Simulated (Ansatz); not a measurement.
ZrGeO:
Space group P4/nmm, origin choice 1 (No. 129); a = b = 3.403 Å, c = 7.281 Å, α = β = γ = 90.00°

| atom | site | symmetry | x | y | z |
|---|---|---|---|---|---|
| Zr | 2c | 4mm | 0.5000 | 0.0000 | 0.3137 |
| Ge | 2a | -4m2 | 0.0000 | 0.0000 | 0.0000 |
| O | 2c | 4mm | 0.0000 | 0.5000 | 0.3925 |

Relaxed at zero pressure with the program Ansatz at the r²SCAN level (PAW).

### Question
The volume is lowered by 3 % and shape and atoms relax at that volume. What pressure results, and how do the axes share the change?

### Answer
5.2 GPa; a -1.1 %, b -1.1 %, c -0.8 %; the energy rises by 7 meV/atom.

### Question
Give the new structure.

### Answer

Space group P4/nmm, origin choice 1 (No. 129); a = 3.3648 Å, b = 3.3648 Å, c = 7.2246 Å, α = 90.00°, β = 90.00°, γ = 90.00°

```
atom  site  symmetry       x       y       z
----  ----  --------  ------  ------  ------
Zr      2c       4mm  0.5000  0.0000  0.3133
Ge      2a      -4m2  0.0000  0.0000  0.0000
O       2c       4mm  0.0000  0.5000  0.3908
```

The phase is kept; no other phase was compared at this pressure.

The start of the workflow was typed in or built on a structure type; neither database checked (COD, Materials Project) lists it. Whether it is the stable phase at ambient conditions was not checked. The r²SCAN relaxation kept the symmetry of its start; whether a distortion lowers the energy is not shown. No spin polarisation was allowed.

Potentials: the earlier of the program's two PAW sets. The files were generated under PBE; for other functionals the program regenerates the frozen cores, and for LDA and PBEsol the local potential too.
